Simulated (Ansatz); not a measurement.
Method: Ansatz 0.2.0, DFT PBE, scalar-relativistic, plane waves, PAW. All cells share a 420 eV cutoff and Γ-centred k meshes spaced about 0.3 Å⁻¹ or finer (0.25 for metals, 2π included). No spin polarisation in the final relaxations.

These are static total energies at zero pressure. All come from trial cells, and lower structures may exist.

Question: Order these relaxed structures of Al3Ga3N2 by energy, lowest first, with the energy over the lowest of them.
A.

```cif
data_structure
_symmetry_space_group_name_H-M 'P3m1'
_symmetry_Int_Tables_number 156
_cell_length_a 3.0762
_cell_length_b 3.0762
_cell_length_c 14.6190
_cell_angle_alpha 90.000
_cell_angle_beta 90.000
_cell_angle_gamma 120.000
_cell_volume 119.81
loop_
_atom_site_label
_atom_site_type_symbol
_atom_site_symmetry_multiplicity
_atom_site_Wyckoff_symbol
_atom_site_fract_x
_atom_site_fract_y
_atom_site_fract_z
_atom_site_occupancy
Al1 Al 1 b 0.33333 0.66667 0.17524 1
Al2 Al 1 a 0.00000 0.00000 0.35207 1
Al3 Al 1 a 0.00000 0.00000 0.00101 1
Ga1 Ga 1 b 0.33333 0.66667 0.51880 1
Ga2 Ga 1 b 0.33333 0.66667 0.84592 1
Ga3 Ga 1 c 0.66667 0.33333 0.68014 1
N1 N 1 a 0.00000 0.00000 0.13350 1
N2 N 1 b 0.33333 0.66667 0.30632 1
```

B.

```cif
data_structure
_symmetry_space_group_name_H-M 'P3m1'
_symmetry_Int_Tables_number 156
_cell_length_a 3.0949
_cell_length_b 3.0949
_cell_length_c 14.4855
_cell_angle_alpha 90.000
_cell_angle_beta 90.000
_cell_angle_gamma 120.000
_cell_volume 120.16
loop_
_atom_site_label
_atom_site_type_symbol
_atom_site_symmetry_multiplicity
_atom_site_Wyckoff_symbol
_atom_site_fract_x
_atom_site_fract_y
_atom_site_fract_z
_atom_site_occupancy
Al1 Al 1 b 0.33333 0.66667 0.17374 1
Al2 Al 1 a 0.00000 0.00000 0.99817 1
Al3 Al 1 c 0.66667 0.33333 0.68039 1
Ga1 Ga 1 a 0.00000 0.00000 0.35845 1
Ga2 Ga 1 b 0.33333 0.66667 0.52303 1
Ga3 Ga 1 b 0.33333 0.66667 0.84438 1
N1 N 1 a 0.00000 0.00000 0.13046 1
N2 N 1 b 0.33333 0.66667 0.30438 1
```

C.

```cif
data_structure
_symmetry_space_group_name_H-M 'P-3m1'
_symmetry_Int_Tables_number 164
_cell_length_a 2.9247
_cell_length_b 2.9247
_cell_length_c 14.3618
_cell_angle_alpha 90.000
_cell_angle_beta 90.000
_cell_angle_gamma 120.000
_cell_volume 106.39
loop_
_atom_site_label
_atom_site_type_symbol
_atom_site_symmetry_multiplicity
_atom_site_Wyckoff_symbol
_atom_site_fract_x
_atom_site_fract_y
_atom_site_fract_z
_atom_site_occupancy
Al1 Al 2 d 0.33333 0.66667 0.83399 1
Al2 Al 1 a 0.00000 0.00000 0.00000 1
Ga1 Ga 2 d 0.33333 0.66667 0.32471 1
Ga2 Ga 1 b 0.00000 0.00000 0.50000 1
N1 N 2 d 0.66667 0.33333 0.91877 1
```

Answer: A (0 meV/atom), C (128 meV/atom), B (202 meV/atom). Forms: A P3m1; C P-3m1; B P3m1. Counting Al or Ga atoms around N (for each partner element, those within 1.25 times its shortest distance or 1.15 times the sum of covalent radii, where it is the nearest in units of that sum or under 1.3): A has N 4; C has N 6; B has N 4.

Cells relaxed within their symmetry can be saddle points; a later kick test found a lower structure for Al3Ga3N2 P3m1.

Some structure types and database cells were kept out of the candidates from the start, so a known form may be missing.
